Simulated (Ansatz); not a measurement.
# Ga2O: phonons across the zone

The calculation used Ansatz, DFT PBE, scalar-relativistic, plane waves, PAW. Settings: 420 eV plane-wave cutoff, Γ-centred 12×12×4 mesh, Fermi-Dirac smearing of 0.15 eV. No spin polarisation. Phonons by linear response, acoustic sum rule imposed.

The cell, relaxed at this level:
```
Ga O
1.0
     3.05520    0.00000    0.00000
    -1.52760    2.64588    0.00000
     0.00000    0.00000   13.39749
Ga O
4 2
Direct
  0.00000 0.00000 0.40594
  0.00000 0.00000 0.59406
  0.66667 0.33333 0.09371
  0.33333 0.66667 0.90629
  0.66667 0.33333 0.34813
  0.33333 0.66667 0.65187
```

This structure is a trial: an element of a database structure was replaced and the cell relaxed, so another structure or a mixture of phases may lie lower. In a metal, frequencies and elastic constants depend on the k mesh and the smearing, soft modes and shear constants most. Spin polarisation was left out, and a magnetic state may lie lower. The q mesh is coarse, so values between its points are rough. A semilocal functional can close a gap that the real compound has.

Force constants from linear response on a 3×3×1 q mesh.

Path: Γ–M–K–Γ–A–L–H–A | L–M | H–K. Distance along the path (Å⁻¹), then the branches (cm⁻¹, negative for imaginary):
```
0.000  0 0 0 14 14 18 28 28 73 73 101 187 438 456 456 458 458 484
0.297  -23 -13 12 24 42 49 58 84 88 97 124 183 412 460 462 465 489 492
0.594  -23 28 42 48 58 85 91 91 120 143 184 196 396 442 466 467 524 541
0.890  -8 41 45 57 83 86 99 122 146 168 200 229 413 432 467 469 540 575
1.187  14 35 52 59 89 90 100 133 157 180 196 236 433 434 466 469 539 585
1.359  20 36 52 59 89 90 98 139 164 180 196 234 431 432 472 473 537 581
1.530  32 39 52 58 88 90 94 153 173 187 198 229 426 427 484 489 531 569
1.702  43 43 51 57 87 90 94 164 173 203 203 221 421 422 495 510 524 553
1.873  47 48 48 56 87 87 96 170 170 208 214 214 420 420 501 521 521 541
2.216  38 40 50 55 85 87 94 158 168 183 208 212 413 425 491 496 532 556
2.558  13 30 35 58 63 88 89 120 131 156 188 200 396 435 476 476 530 544
2.901  -21 -11 18 21 48 59 63 83 96 104 132 183 408 459 463 465 495 497
3.244  0 0 0 14 14 18 28 28 73 73 101 187 438 456 456 458 458 484
3.303  3 3 4 14 14 18 28 28 73 73 101 187 438 456 456 458 458 484
3.361  5 5 7 13 13 17 28 28 73 73 101 187 438 456 456 458 458 484
3.420  7 7 10 12 12 15 28 28 73 73 101 187 438 456 456 458 458 484
3.478  9 9 10 10 12 14 28 28 73 73 101 187 438 456 456 458 458 484
3.775  -23 -16 12 26 43 48 58 84 88 97 124 183 412 460 462 465 489 492
4.072  -23 28 42 48 59 85 91 91 120 143 184 196 396 442 466 467 524 541
4.369  -8 41 45 57 82 87 99 122 146 168 200 229 413 432 467 469 540 575
4.666  14 35 52 59 89 90 100 133 157 180 196 236 433 434 466 469 539 585
4.837  20 36 52 59 89 89 98 139 164 180 196 234 431 432 472 473 537 581
5.008  32 39 52 58 88 90 94 153 173 187 198 229 426 427 484 489 531 569
5.180  43 43 51 57 87 90 94 164 173 203 203 221 421 422 495 510 524 553
5.351  47 48 48 56 87 87 96 170 170 208 214 214 420 420 501 521 521 541
5.694  38 40 50 55 85 88 94 158 168 183 208 212 413 425 491 496 532 556
6.037  13 30 35 57 64 88 89 120 131 156 188 200 396 435 476 476 530 544
6.380  -21 -15 21 21 48 60 62 83 96 105 132 183 408 459 463 465 495 497
6.722  9 9 10 10 12 14 28 28 73 73 101 187 438 456 456 458 458 484
6.752  14 35 52 59 89 90 100 133 157 180 196 236 433 434 466 469 539 585
6.810  14 35 52 59 89 90 100 133 157 180 196 236 433 434 466 469 539 585
6.869  14 35 52 59 89 90 100 133 157 180 196 236 433 434 466 469 539 585
6.928  14 35 52 59 89 90 100 133 157 180 196 236 433 434 466 469 539 585
6.957  47 48 48 56 87 87 96 170 170 208 214 214 420 420 501 521 521 541
7.015  47 48 48 56 87 87 96 170 170 208 214 214 420 420 501 521 521 541
7.074  47 48 48 56 87 87 96 170 170 208 214 214 420 420 501 521 521 541
7.133  47 48 48 56 87 87 96 170 170 208 214 214 420 420 501 521 521 541
7.191  47 48 48 56 87 87 96 170 170 208 214 214 420 420 501 521 521 541
```

Cost: 1 run of about 72 core-minutes, on Intel Xeon Processor @ 2.50GHz (Skylake/Cascade Lake) (shared hosts).